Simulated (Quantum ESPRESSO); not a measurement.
## Calculated data, Li$_{3}$MgTa$_{3}$Ag (simulated cell)

Computed with Quantum ESPRESSO 7.5. Calculation on a made-up metal alloy cell, not a measurement, with one named mistake planted (healthy values lack it): no spin or spin-orbit, unrelaxed, 2900 K smearing, stress positive in tension, cell energy less the intended atoms' offsets; periodic Kohn-Sham density functional theory in plane waves with PseudoDojo standard norm-conserving scalar-relativistic pseudopotentials, each functional with its own files (v0.5 for PBE, v0.4.1 for LDA and PBEsol), eight atoms on drawn sites of a strained close-packed or body-centred lattice, each displaced and held fixed; the energy is the cell's free energy, ions and the entropy term -TS included, at the stated Fermi-Dirac width, less a fixed offset for each atom's element (shifted free energy); compositions with an open d shell lost a parallel starting moment in a cheaper test run, and other magnetic orders were not tried; an error bar is the largest change of its kind in a tighter rerun, never given below 0.002 eV, 0.02 GPa or 0.003 eV/angstrom, and covers cutoff and k-mesh only, not smearing or the files.

```json
{"formula": "Li3MgTa3Ag", "kind": "simulated cell", "structure": {"cell_angstrom": [[4.5968, -2.654, 0.0], [-3.0645, 0.0, -4.8353], [3.0645, 5.3079, 0.0]], "atoms_fractional": [["Ta", -0.03531, -0.02674, -0.01424], ["Ag", 0.01176, -0.01123, 0.51333], ["Li", 0.07737, 0.50899, 0.38641], ["Ta", 0.08776, 0.48169, 0.87012], ["Li", 0.48421, -0.01588, 0.24422], ["Ta", 0.49218, -0.00796, 0.75545], ["Mg", 0.58802, 0.52853, 0.13384], ["Li", 0.58997, 0.50462, 0.66436]]}, "settings": {"lattice_type": "hexagonal close-packed", "intended_functional": "pbe", "cutoff [eV]": 1143, "fermi_dirac_smearing [eV]": 0.25, "intended_electrons_removed": 0, "healthy_entropy_term_negative_ts [eV]": -1.391, "healthy_pressure [GPa]": -6.77, "healthy_stress_xx [GPa]": 7.48, "healthy_stress_yy [GPa]": 5.79, "healthy_stress_zz [GPa]": 7.06, "healthy_stress_yz [GPa]": 1.88, "healthy_stress_xz [GPa]": 1.19, "healthy_stress_xy [GPa]": -2.62, "fault_kind": "atoms exchanged", "fault_first_exchanged_site": 4, "fault_second_exchanged_site": 5, "run_command": "mpirun -np 4 pw.x -nk 4 -in in", "run_processor": "Intel Xeon, 2023 or later, virtual cores", "k_mesh": "5 x 5 x 4 shifted half a step off Gamma on each axis", "structure_shown": "the intended cell", "healthy_shifted_free_energy [eV]": 1.405, "atom_site": [1, 2, 3, 4, 5, 6, 7, 8], "atom_energy_offset [eV]": [-1771.44, -4218.03, -195.67, -1771.44, -195.67, -1771.44, -1616.19, -195.67], "healthy_force_site": [1, 2, 3, 4, 5, 6, 7, 8], "healthy_force_x [eV/angstrom]": [0.404, -0.479, 0.015, -0.654, -0.086, 0.869, 0.326, -0.396], "healthy_force_y [eV/angstrom]": [-1.17, -0.38, -0.057, 0.483, 0.195, 1.001, 0.449, -0.521], "healthy_force_z [eV/angstrom]": [-1.222, -0.077, 0.321, -0.126, -0.285, 0.14, 0.866, 0.383]}, "results": {"faulty_entropy_term_negative_ts [eV]": -1.658, "faulty_pressure [GPa]": -6.5, "faulty_stress_xx [GPa]": 10.76, "faulty_stress_yy [GPa]": 11.73, "faulty_stress_zz [GPa]": -2.97, "faulty_stress_yz [GPa]": -0.8, "faulty_stress_xz [GPa]": -0.43, "faulty_stress_xy [GPa]": -0.4, "faulty_force_site": [1, 2, 3, 4, 5, 6, 7, 8], "faulty_force_x [eV/angstrom]": [0.653, -0.502, -0.035, -0.13, -0.775, 0.759, 0.515, -0.484], "faulty_force_y [eV/angstrom]": [0.002, -0.041, 0.079, 0.045, -0.901, 0.87, 0.417, -0.471], "faulty_force_z [eV/angstrom]": [-1.061, -0.054, 0.43, 0.084, -0.509, -0.482, 1.189, 0.402], "faulty_shifted_free_energy [eV]": 1.92}, "notes": ["heavy elements are run without spin-orbit coupling, which real alloys of them have", "a spin test at this wide smearing found no moment, but such smearing suppresses magnetism that the real alloy may have", "lattice, volume and sites are drawn at random and may be unstable or far from any real phase", "energies are for the whole cell, less offsets fitted to these runs, so they are not formation energies", "error bars of the healthy run: energy 0.002 eV, stress 0.02 GPa, force 0.0064 eV/Å, from a tighter rerun of this or a related cell", "13 SCF iterations, 129 s of wall time on a shared machine"]}
```
